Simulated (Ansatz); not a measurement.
KF:
```
KF
1.0
    0.00000     2.65875     2.65875
    2.65875     0.00000     2.65875
    2.65875     2.65875     0.00000
K F
1 1
Direct
  0.00000   0.00000   0.00000
  0.50000   0.50000   0.50000
```

x, y and z are the axes in which the lattice vectors are written.

### Question
Give the high-frequency dielectric tensor and the Born effective charge tensors of the independent atoms from DFPT, the program Ansatz at the r²SCAN level (PAW).

### Answer

ε∞:
```
1.94  0.00  0.00
0.00  1.94  0.00
0.00  0.00  1.94
```
Z* of atom 1 (K), rows: field, columns: displacement, in e:
```
1.13  0.00  0.00
0.00  1.13  0.00
0.00  0.00  1.13
```
Z* of atom 2 (F), rows: field, columns: displacement, in e:
```
-1.13   0.00   0.00
 0.00  -1.13   0.00
 0.00   0.00  -1.13
```

Static charges for comparison (Bader): K1 +0.87, F2 -0.87 e. Born charges measure polarisation by displacement and can exceed these by far.

Space group Fm-3m (rock salt). The r²SCAN relaxation kept the symmetry of its start.

Potentials: the later of the program's two PAW sets.
